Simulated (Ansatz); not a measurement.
AlIn2Te4: input and output

Input file of Ansatz 0.2.0:

```yaml
crystal:
  lattice:
    - [0.0, 6.044796, 0.0]
    - [6.044796, 0.0, 0.0]
    - [3.022398, 3.022398, -6.043819]
  atoms:
    - { symbol: In, position: [0.75, 0.25, 0.5] }
    - { symbol: Al, position: [0.0, 0.0, 0.0] }
    - { symbol: Te, position: [0.365, 0.405, 0.73] }
    - { symbol: Te, position: [0.595, 0.095, 0.27] }
    - { symbol: Te, position: [0.905, 0.865, 0.73] }
    - { symbol: Te, position: [0.135, 0.635, 0.27] }
    - { symbol: In, position: [0.5, 0.5, 0.0] }
  symmetry: { tolerance: 0.0003 }
kpoints:
  mp_grid: { grid: [6, 6, 6], shift: [0, 0, 0] }
  band_path:
    path:
      - [0.0, 0.0, 0.0]
      - [0.5, -0.5, 0.0]
      - [0.5, -0.5, 0.25]
      - [0.0, -0.5, 0.0]
      - [0.0, 0.0, 0.0]
      - [0.0, 0.0, 0.5]
      - [0.0, -0.37495958, 0.31252021]
    npoints: 8
magnetization:
  spin_polarized: false
scf:
  occupations: { method: gaussian, width: 0.0366 }
  lower_state_search: "off"
  max_iter: 200
hamiltonian:
  pseudopotentials: { kind: paw }
  xc: r2scan
basis:
  ecutwfc: 500
  fft_grid_basis: typed
output:
  forces: true
  stress: true
  eigenvalues: true
  bader: true
  populations: true
  elf: true
  write_potential: true
  volumetric_format: npy
  dos:
    e_range: [-12, 8]
    de: 0.05
    projected: { site_lists: { Al: [Al], In: [In], Te: [Te] } }
checkpoint:
  read: saved_state
```

The run starts from an earlier solution of this cell. 

Parts of the output:

```
SCF iter   1: F=-39745.0800 eV  Δρ=8.18e-4  dr2=2.45e-3  dr2_τ=4.78e-5
SCF iter   2: F=-39745.0807 eV  Δρ=3.10e-4  dr2=2.27e-4  dr2_τ=3.23e-6
SCF iter   3: F=-39745.0807 eV  Δρ=1.71e-4  dr2=9.05e-5  dr2_τ=1.10e-6
SCF iter   4: F=-39745.0807 eV  Δρ=4.31e-5  dr2=4.53e-6  dr2_τ=1.51e-7
SCF iter   5: F=-39745.0807 eV  Δρ=1.01e-5  dr2=2.85e-7  dr2_τ=9.81e-9
SCF iter   6: F=-39745.0807 eV  Δρ=3.07e-6  dr2=2.31e-8  dr2_τ=4.89e-10
Free energy (F): -39745.0807 eV
Harris-Foulkes:  -39745.0807 eV  (|F-HF|=3.29e-9)
Internal energy: -39745.0792 eV  (E = F + TS)
E sigma→0 (E₀):  -39745.0800 eV
Entropy (-TS):   -0.0015 eV (-0.212 meV/atom)
Fermi energy:    9.4815 eV
--- Per-component energies (eV) ---
  E_band       = -1262.0262
  E_kinetic    = 1236.5043
  E_local      = -8517.9553  (includes V_loc(G=0)·N_el)
  E_nonlocal   = -494.3226
  E_hartree    = 4680.5140
  E_xc         = -901.9366
  E_vxc        = -694.4722  (∫ρ·V_xc dr)
  E_paw        = -27588.5555  (= ΣΔE_a)
  E_vpaw       = -2196.1237  (= ΣTr[D̂ρ^β])
  E_aug_tail   = -0.0001  (compensation charges beyond the density's cutoff)
  E_vtau       = 43.3131  (kinetic-family band-sum trace: ∫τ·v_τ [+ j·A + Jᵃ·Aᵃ] dr)
  E_ewald      = -8162.3379
  E_core_change = 3.0104  (= ΣΔE_core)
  E_smearing   = -0.0015  (= −TS)
--- Forces (eV/Å), atoms counted from 1 ---
  atom   1  In     0.0000     0.0000     0.0000
  atom   2  Al     0.0000     0.0000     0.0000
  atom   3  Te    -0.1549    -1.4748     0.0788
  atom   4  Te    -1.4748     0.1549    -0.0788
  atom   5  Te     0.1549     1.4748     0.0788
  atom   6  Te     1.4748    -0.1549    -0.0788
  atom   7  In     0.0000     0.0000     0.0000
--- Stress (GPa, compression-positive) ---
        6.8949       0.0000       0.0000
        0.0000       6.8949       0.0000
        0.0000       0.0000       6.1653
  P = ⅓ Tr σ = 6.6517 GPa (66.517 kbar)
--- Bader charges: 7 sites ---
  site symbol  charge [e]  shift [e]
     0     In      0.7641     0.0028
     1     Al      1.7716     0.0028
     2     Te     -0.8085     0.0007
     3     Te     -0.8085     0.0007
     4     Te     -0.8085     0.0007
     5     Te     -0.8085     0.0007
     6     In      0.6982     0.0027
```

Absolute energies hang on the potentials; compare differences alone.

Origin: a known structure type with other elements, at an estimated volume, so it need not be a known compound. Caveats: odd electron count without spin polarisation, so a magnetic state may lie lower.
